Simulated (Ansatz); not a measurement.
## Structure optimisation: bismuth, omega (AlB2-type)

Theory: Ansatz, DFT, BLYP, plane waves (420 eV) with PAW, scalar-relativistic. The PAW files were generated under PBE, with cores re-solved for the functional.

k-point mesh 7×7×9, Fermi-Dirac smearing 0.1 eV, no spin polarisation. Cell and atoms relax.

Starting structure:

```
CELL_PARAMETERS angstrom
5.64603 0.00000 0.00000
-2.82301 4.88960 0.00000
0.00000 0.00000 3.46101
ATOMIC_POSITIONS crystal
Bi 0.00000 0.00000 0.00000
Bi 0.33333 0.66667 0.50000
Bi 0.66667 0.33333 0.50000
```

Question: What cell does the relaxation end in?

Answer: P6/mmm with a = 5.904 Å, c = 3.452 Å (c/a = 0.585); 34.74 Å³ per atom against 31.85 at the start (9.1 %).

Question: How much energy does the relaxation gain?

Answer: 42.6 meV per atom.

Path of the relaxation (the plane waves are chosen anew near the end, which can shift the energy a little):

```
step  E − E(final) (meV/atom)  V (Å³/atom)  P (GPa)  max force (eV/Å)
   0                    42.58       31.849     4.24             0.000
   1                     5.23       35.522    -0.85             0.000
   2                     1.42       34.922    -0.21             0.000
   3                     0.62       34.665     0.10             0.000
   4                     0.61       34.740     0.01             0.000
   5                     0.00       34.740     0.00             0.000
```
